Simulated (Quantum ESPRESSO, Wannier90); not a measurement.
## PbSe (rock salt): Wannier90 run

```xyz
2
Lattice="0.0000 3.0908 3.0908 3.0908 0.0000 3.0908 3.0908 3.0908 0.0000" Properties=species:S:1:pos:R:3 pbc="T T T"
Pb     0.0000     0.0000     0.0000
Se     3.0908     3.0908     3.0908
```

Materials Project entry mp-2201; symmetrised, unrelaxed at this level. COD (Crystallography Open Database) has an entry of this formula and space group (matched by these alone). Method: PBE plane waves in Quantum ESPRESSO 7.5 (PseudoDojo norm-conserving files, 69 Ry, no spin polarisation, no spin-orbit coupling), Bloch states on a 10×10×10 mesh through Γ, Wannier90 4.0.1. Density: 10×10×10 mesh, cold smearing 0.01 Ry. Spin-orbit coupling is left out although heavy elements are present.

Band 12 is isolated and gives one Wannier function a cell (Pb1 6s 76 %, Se2 4p 16 %, Se2 4s 7 %; spread 3.64 Å²). Its on-site energy is ε = -7.884 eV relative to the valence-band maximum, and its hoppings t(R) = t(−R) to the nearer images are (images within this range that aren't listed have |t| under 5 meV):

```csv
R (lattice vectors; −R alike),distance (Å),t (eV)
0 0 1,4.37,0.070
0 1 -1,4.37,0.070
0 1 0,4.37,0.070
1 -1 0,4.37,0.070
1 0 -1,4.37,0.070
1 0 0,4.37,0.070
1 -1 -1,6.18,0.126
1 -1 1,6.18,0.126
1 1 -1,6.18,0.126
2 -2 -2,12.36,0.006
2 -2 2,12.36,0.006
2 2 -2,12.36,0.006
```

Work out the band energy at Γ, X, U, K from these numbers.

For one orbital E(k) = ε + Σ_R 2 t(R) cos(2π k·R), the sum over the listed R.
- Γ, k = (0.000, 0.000, 0.000): E = -7.884 + (0.070)·(12.00) + (0.126)·(6.00) + (0.006)·(6.00) = -6.25 eV; pw.x: -6.33 eV
- X, k = (0.500, 0.000, 0.500): E = -7.884 + (0.070)·(-4.00) + (0.126)·(6.00) + (0.006)·(6.00) = -7.37 eV; pw.x: -7.32 eV
- U, k = (0.625, 0.250, 0.625): E = -7.884 + (0.070)·(-3.66) + (0.126)·(2.00) + (0.006)·(-2.00) = -7.90 eV; pw.x: -7.91 eV
- K, k = (0.375, 0.375, 0.750): E = -7.884 + (0.070)·(-3.66) + (0.126)·(2.00) + (0.006)·(-2.00) = -7.90 eV; pw.x: -7.91 eV

At these points the listed shells miss the plane-wave band by up to 0.08 eV, of a width of 2.29 eV on the path. With all its hoppings the model misses the band by 0.3 meV at worst on the whole path, so most of the miss comes from the hoppings not listed.
